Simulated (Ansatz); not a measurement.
# What strain does to Sr₂C (antifluorite)

Sr₂C built on the antifluorite prototype, relaxed with r2SCAN in Ansatz 0.2.0. It is cubic, Fm-3m (No. 225); conventional cell a = 6.720 Å, 25.29 Å³ an atom. C is surrounded by 8 Sr at 2.91 Å; Sr is surrounded by 4 C at 2.91 Å.

The axes x, y and z are those of this cell:
```yaml
crystal:
  lattice:
    - [0.00000, 3.36014, 3.36014]
    - [3.36014, 0.00000, 3.36014]
    - [3.36014, 3.36014, 0.00000]
  atoms:
    - { symbol: C, position: [0.00000, 0.00000, 0.00000] }
    - { symbol: Sr, position: [0.25000, 0.25000, 0.25000] }
    - { symbol: Sr, position: [0.75000, 0.75000, 0.75000] }
```

Unstrained: The HSE06 gap is indirect, 0.350 eV (X to Γ), below the direct gap of 0.402 eV at X. Meshes: HSE06 4×4×4. Strains are changes of length per length. After each strain the atoms were relaxed again with r2SCAN within the symmetry that the strain leaves, so tilts or polar shifts that break it weren't tested; points keep the names that they have in the unstrained zone. Note: simulated data, non-magnetic, for a generated structure that need not be the stable one.

Changes of the least gap in eV (an overlap counts as a negative gap):
```json
{"strain": "isotropic -4.31 % on every length", "volume change (%)": "-12.4", "space group": "Fm-3m", "HSE06": "-0.052"}
{"strain": "epitaxial -2.78 % in the plane normal to [111], free normal strain +4.56 %", "volume change (%)": "-1.2", "space group": "R-3m", "HSE06": "+0.011"}
```

Isotropic -4.31 % on every length. HSE06: the gap goes from 0.350 to 0.298 eV (-0.052 eV); it turns from indirect (X → Γ) to direct (X).

Epitaxial -2.78 % in the plane normal to [111], free normal strain +4.56 %. HSE06: the gap goes from 0.350 to 0.361 eV (+0.011 eV).

The meshes of the hybrids are coarse, so their gaps aren't converged to the digits shown.
